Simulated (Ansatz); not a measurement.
B$_{2}$Ir:
```xyz
3
Lattice="3.0960 0.0000 0.0000 -1.5480 2.6813 0.0000 0.0000 0.0000 3.2263" Properties=species:S:1:pos:R:3 pbc="T T T"
Ir     0.0000     0.0000     0.0000
B      0.0000     1.7875     1.6132
B      1.5480     0.8938     1.6132
```

Relaxed with r²SCAN. Special points in fractions of this cell's reciprocal vectors: Γ (0.000, 0.000, 0.000); M (0.500, 0.000, 0.000); K (0.333, 0.333, 0.000); A (0.000, 0.000, 0.500); L (0.500, 0.000, 0.500); H (0.333, 0.333, 0.500).

Task: List the band energies nearest the Fermi level at these points for DFT-r²SCAN in the program Ansatz with PAW potentials.

Result: In eV from the Fermi level; about four levels below and three above (degenerate sets whole), none deeper than 8.9 eV; … stands for higher levels left out; points with the same levels are listed once.

| k | below | above |
|---|---|---|
| Γ | -5.88 -5.88 -3.80 -2.23 -2.23 | 1.65 1.65 4.09 4.09 |
| M | -4.86 -2.82 -1.26 -0.44 | 2.05 5.43 6.13 |
| K | -5.38 -5.38 -2.23 -2.23 -1.94 | 5.88 5.88 8.96 |
| A | -3.90 -3.90 -2.20 -1.96 -1.96 | 5.14 8.03 … |
| L | -7.52 -5.03 -1.46 -1.04 | 2.03 2.07 2.56 |
| H | -7.32 -6.08 -6.08 -1.48 | 1.66 1.66 1.70 |

Space group P6/mmm. The cell is a constructed one: a structure type filled with these elements; neither database checked (COD, Materials Project) lists it. Whether it is the stable phase at ambient conditions was not checked. Symmetry was held in the r²SCAN relaxation. At this level the phase is mechanically unstable. The run is not spin-polarised. Spin–orbit coupling is left out wherever it is not named.

Potentials: the earlier of the program's two PAW sets.
